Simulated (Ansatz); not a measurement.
Data:

Hg:
```
Hg
1.0
    0.00000     3.82962     3.82962
    3.82962     0.00000     3.82962
    3.82962     3.82962     0.00000
Hg
2
Cartesian
  0.00000   0.00000   0.00000
  1.91481   1.91481   1.91481
```

This is the PBE-relaxed structure.

Problem. All from plane-wave PAW PBE (Ansatz code), unless another level is named. Predict the electron effective mass with spin–orbit coupling.

Solution. 0.43, 0.45, 1.3 mₑ (principal values).

Problem. Give the hole effective mass.

Solution. 0.30 mₑ (isotropic).

Problem. Predict the conduction-band minimum.

Solution. on the K–Γ line, 11 % of the way from K (12 equivalent valleys).

Space group Fd-3m (diamond). The start of the workflow was typed in or built on a structure type; neither database checked (COD, Materials Project) lists it. It is not the usual solid phase (space group No. 166). The PBE relaxation kept the symmetry of its start; whether a distortion lowers the energy is not shown. The substance is a gas or liquid at ambient conditions. Spin–orbit coupling is left out wherever it is not named.

Potentials: the later of the program's two PAW sets.

Edges and masses are those of Kohn–Sham bands, whose gap is no quasiparticle gap.
